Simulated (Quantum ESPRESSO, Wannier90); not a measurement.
Te (C2/m): Wannier90 run

```yaml
crystal:
  lattice:
    - [3.82029, -2.14820, 0.00000]
    - [3.82029, 2.14820, 0.00000]
    - [-0.09429, 0.00000, 5.97609]
  atoms:
    - { symbol: Te, position: [0.69055, 0.69055, 0.66119] }
    - { symbol: Te, position: [0.30945, 0.30945, 0.33881] }
    - { symbol: Te, position: [0.00000, 0.00000, 0.00000] }
```

Materials Project entry mp-570459; symmetrised, unrelaxed at this level. Not found in the COD (Crystallography Open Database) copy used, which has the formula in other groups; not checked further. Computed values, not measurements, from PBEsol: Quantum ESPRESSO (norm-conserving PseudoDojo potentials, cutoff 64 Ry, spinors with spin-orbit coupling) on a Γ-centred 6×6×4 mesh, then Wannier90. Density: 8×8×6 mesh, cold smearing 0.01 Ry. With spin-orbit coupling a semilocal functional can close or falsely invert a small gap; the band order was not checked against a better method.

The plane-wave run has 72 bands and 48 electrons a cell. On the energy scale of pw.x, whose zero is arbitrary, the Fermi level lies at 9.49 eV.

Isolated groups of bands, relative to the Fermi level (bands from 37 on overlap up to the last one computed):

```
bands  from (eV)  to (eV)  filling  weight on atomic waves
-----  ---------  -------  -------  ----------------------
1–12      -38.15   -37.83   filled             Te 4d 100 %
13–30     -36.70   -36.34   filled             Te 4d 100 %
31–36     -13.64    -8.31   filled  Te 5s 89 %, Te 5p 11 %
```

Input w.win, without the blocks of cell, atoms and k-points (144 lines):

```
num_bands = 42
num_wann = 24
exclude_bands = 1-30
spinors = true
num_iter = 1000
conv_tol = 1.0e-6
conv_window = 4
dis_num_iter = 1000
dis_conv_tol = 1.0e-6
dis_froz_max = 10.99
dis_win_max = 11.67
write_hr = true
write_u_matrices = true
begin projections
f=-0.30600,-0.32162,-0.33617: s;p
f=0.31704,0.31449,0.33694: s;p
f=0.00625,-0.01328,-0.00080: s;p
end projections
mp_grid = 6 6 4
```

wannier90.x stops with:
```
dis_windows: Energy window contains fewer states than number of target WFs
```
At some k-point the outer window holds fewer bands than num_wann, so no subspace of that size can be extracted. Mended as below, all else unchanged, the run goes through (Ω_I = 35.4 Å²) and follows the plane-wave bands to 4.3 meV rms (states up to 1.0 eV relative to the Fermi level).
Remove the line dis_win_max = 11.67.
